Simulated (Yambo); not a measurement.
G0W0@PBEsol for RbMo2AlO8 (space group P-3m1, No. 164) in Yambo. Reference settings: 3×3×2 Γ-centred k mesh, bands 3 to 230 and a 6 Ry block in the screening, 230 bands in G with the Bruneval-Gonze terminator, plasmon pole fitted at 27.2 eV. The PBEsol gap Γ → Γ on this mesh is 3.68 eV; G0W0 gaps are taken between the same points.

The settings were changed. The gap went from 6.34 eV to 6.44 eV, and the shift of the valence edge from -0.82 eV to -0.60 eV.

Question: Name the change that produced these shifts.
A. no terminator
B. no random integration
C. 154 bands in W, 154 bands in G
D. 117 bands in W

Answer: A, no terminator. The others gave (gap, valence shift): 154 bands in W, 154 bands in G: 6.40, -0.75 eV; 117 bands in W: 6.42, -0.74 eV; no random integration: 6.26, -0.61 eV.

Spin-orbit coupling is not included.

Geometry of the Materials Project entry, not relaxed at this level; primitive cell a = b = 5.654 Å, c = 7.476 Å, α = β = 90.00°, γ = 120.00°.

The structure is a Materials Project entry; no match was found in the copy of COD used, and its stability was not checked.

A shift is the quasiparticle energy of the state minus its PBEsol energy.
